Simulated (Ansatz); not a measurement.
Sr2B4Rh5: pressure against volume

A database entry relaxed whole under r2SCAN (Fmmm):

```
Sr B Rh
1.0
     0.00000    5.03290    5.62440
     2.77346    0.00000    5.62440
     2.77346    5.03290    0.00000
Sr B Rh
2 4 5
Direct
  0.14382 0.14382 0.85618
  0.85618 0.85618 0.14382
  0.46265 0.79333 0.20667
  0.79333 0.46265 0.53735
  0.53735 0.20667 0.79333
  0.20667 0.53735 0.46265
  0.25000 0.25000 0.25000
  0.75000 0.75000 0.75000
  0.00000 0.00000 0.50000
  0.50000 0.50000 0.00000
  0.50000 0.50000 0.50000
```

The cell was scaled uniformly, its shape held, and the atoms relaxed at each volume with plane-wave PAW DFT (Ansatz 0.2.0; r2SCAN, 500 eV, 6×6×6 Γ-centred mesh, fermi-dirac occupations of width 0.100 eV; no spin, no spin-orbit coupling). One row is withheld.

| volume (Å³/atom) | energy over the lowest (meV/atom) | pressure (GPa) |
| --- | --- | --- |
| 13.418 | 28.7 | 11.51 |
| 13.703 | 12.2 | 7.23 |
| 13.989 | 2.9 | 3.40 |
| 14.274 | 0.0 | -0.03 |
| 14.560 | ? | ? |
| 14.845 | 11.0 | -5.86 |
| 15.131 | 23.7 | -8.33 |

Problem. Fit the pressures of the other rows to the third-order Birch-Murnaghan form.

Solution. With f = [(V₀/V)^(2/3) − 1]/2 and P = 3B₀f(1 + 2f)^(5/2)[1 + 3(B₀′ − 4)f/2], least squares gives V₀ = 14.27 Å³ an atom, B₀ = 162 GPa and B₀′ = 4.5; the rows miss the fit by less than 0.01 GPa. The slope of the energies differs from these pressures by 0.08 GPa, since they are taken to zero smearing while pressures follow the free energy.

Problem. What does the withheld row hold?

Solution. The fit gives -3.10 GPa at 14.560 Å³; the run gave -3.10 GPa and 2.9 meV an atom.

Caveats: the shape of the cell was held, so B₀ is an upper bound where the axes differ in stiffness; 0 K, fixed nuclei; the symmetry was kept, and this need not be the phase that is stable at 0 K; one mesh for all volumes; pressure is positive in compression.
